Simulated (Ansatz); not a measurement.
This run works on a generated trial structure, not on a known crystal.

Input and command of a plane-wave DFT calculation in Ansatz:

```yaml
crystal:
  lattice:
    - [5.4510509, 0.0, 0.0]
    - [-2.72552545, 4.72074856, 0.0]
    - [0.0, 0.0, 8.47244513]
  atoms:
    - { symbol: Al, position: [0.66666667, 0.33333333, 0.75332137] }
    - { symbol: Al, position: [0.66666667, 0.33333333, 0.24667863] }
    - { symbol: Ga, position: [0.33333333, 0.66666667, 0.5] }
    - { symbol: Ga, position: [0.66666667, 0.33333333, 0.0] }
    - { symbol: Ga, position: [0.0, 0.0, 0.5] }
    - { symbol: Sb, position: [0.0, 0.0, 0.27530975] }
    - { symbol: Sb, position: [0.0, 0.0, 0.72469025] }
    - { symbol: Sb, position: [0.33333333, 0.66666667, 0.0] }
basis:
  ecutwfc: 420
kpoints:
  mp_grid: { grid: [4, 4, 2] }
hamiltonian:
  xc: pbe
scf:
  occupations: { method: gaussian, width: 0.2 }
  lower_state_search: "off"
output:
  forces: true
  stress: true
  eigenvalues: true
relax:
  adjacent_minimum: "off"
  f_tol: 0.08
  max_steps: 16
  cell: { stress_tol: 0.8 }
```

```bash
ansatz run input.yaml --threads 1 --pin off --max-ram 2560MiB --backend cpu --events-out ev --progress --plain --runs-dir out
```

Processor: Arm Neoverse V2, 1 thread, on a host shared with other jobs.

Problem. How long does it run, and how much memory does it take?

Solution. About 2.7 min, peak memory 0.45 GiB. It solves 54 bands at 8 k points (after reduction by symmetry) with about 3787 plane waves (on the last cell), in 132 SCF iterations over 16 ionic steps.
